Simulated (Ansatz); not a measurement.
## LuAg4Bi2Cl, a known structure type with other elements, at an estimated volume

```yaml
crystal:
  lattice:
    - [4.16779, 0.00000, 0.00000]
    - [0.00000, 4.16779, 0.00000]
    - [0.00000, 0.00000, 9.65421]
  atoms:
    - { symbol: Cl, position: [0.00000, 0.00000, 0.50000] }
    - { symbol: Lu, position: [0.00000, 0.00000, 0.00000] }
    - { symbol: Ag, position: [0.50000, 0.00000, 0.84800] }
    - { symbol: Ag, position: [0.00000, 0.50000, 0.84800] }
    - { symbol: Ag, position: [0.50000, 0.00000, 0.15200] }
    - { symbol: Ag, position: [0.00000, 0.50000, 0.15200] }
    - { symbol: Bi, position: [0.50000, 0.50000, 0.71930] }
    - { symbol: Bi, position: [0.50000, 0.50000, 0.28070] }
```

Method: r2SCAN, no spin polarisation; PAW, plane waves to 500 eV, 6×6×3 Γ-centred mesh, methfessel-paxton occupations (width 0.0205 eV) (Ansatz 0.2.0), atoms fixed.

Contacts: Ag–Bi at 2.43 Å: least valence density 0.62 e/Å³ and ELF 0.29 there. Lu–Ag at 2.55 Å: least valence density 0.41 e/Å³ and ELF 0.17 there. Cl–Bi at 3.63 Å: least valence density 0.07 e/Å³ and ELF 0.06 there. Both are smooth PAW fields, read partly inside the augmentation spheres.
Charges: Bader charges in e: Lu +1.43, Ag -0.49, Bi +0.63, Cl -0.73. In the mean Lu gives up most and Cl takes most.
Forces: The largest is on Bi7 (and as large on other atoms): 8.39 eV/Å, components (0.00, 0.00, -8.39). It makes 121° with the line to a nearest neighbour, Ag3 at 2.43 Å.
Stress: The pressure is 43.2 GPa (compression positive), so with the atoms held at these fractions the cell would first expand; the forces are large, so a full relaxation may end otherwise. The principal stresses 36.3, 46.6, 46.6 GPa differ, so its shape would change too.
Electronic structure: It is a metal, with about 2.5 states/eV a cell as the mean within 0.25 eV of the Fermi level, mostly Bi p (42 %) and Lu d (23 %).
Formation energy: 1.09 eV an atom against the elements' usual phases (free molecules for gases, crystals otherwise, with no correction for O₂ or N₂), so at this geometry it isn't bound against them. Relaxing would lower it.

Origin: a known structure type with other elements, at an estimated volume, so it need not be a known compound. Caveats: many states at the Fermi level without spin polarisation, so a magnetic state may lie lower; atoms or cell far from equilibrium.
